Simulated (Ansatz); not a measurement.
Lu:
```yaml
crystal:
  lattice:
    - [3.45600, 0.00000, 0.00000]
    - [-1.72800, 2.99298, 0.00000]
    - [0.00000, 0.00000, 5.37785]
  atoms:
    - { symbol: Lu, position: [0.33333, 0.66667, 0.75000] }
    - { symbol: Lu, position: [0.66667, 0.33333, 0.25000] }
```

Relaxed with PBE+D3(BJ). Special points in fractions of this cell's reciprocal vectors: Γ (0.000, 0.000, 0.000); M (0.500, 0.000, 0.000); K (0.333, 0.333, 0.000); A (0.000, 0.000, 0.500); L (0.500, 0.000, 0.500); H (0.333, 0.333, 0.500).

Problem. List the band energies nearest the Fermi level at these points for DFT-PBE+D3(BJ) in the program Ansatz with PAW potentials.

Solution. In eV from the Fermi level; about four levels below and three above (degenerate sets whole), none deeper than 8.9 eV; points with the same levels are listed once.

| k | below | above |
|---|---|---|
| Γ | -4.76 -4.76 -4.74 -4.74 -2.46 | 0.84 2.22 2.22 |
| M | -2.38 -1.46 -0.90 -0.33 | 1.71 1.86 2.52 |
| K | -1.00 -1.00 -0.75 -0.64 | 1.35 1.35 2.84 |
| A | -4.74 -4.74 -4.39 -4.39 | 1.26 1.26 2.12 2.12 2.12 2.12 |
| L | -4.77 -4.77 -4.77 -4.77 -2.17 -2.17 | 0.12 0.12 1.47 1.47 |
| H | -0.61 -0.61 -0.49 -0.49 | 0.43 0.43 3.51 3.51 |

Space group P6_3/mmc (hcp (Mg type)). Symmetry was held in the PBE+D3(BJ) relaxation. The pairwise dispersion correction was not fitted to metals. Spin–orbit coupling is left out wherever it is not named.

Potentials: the later of the program's two PAW sets.
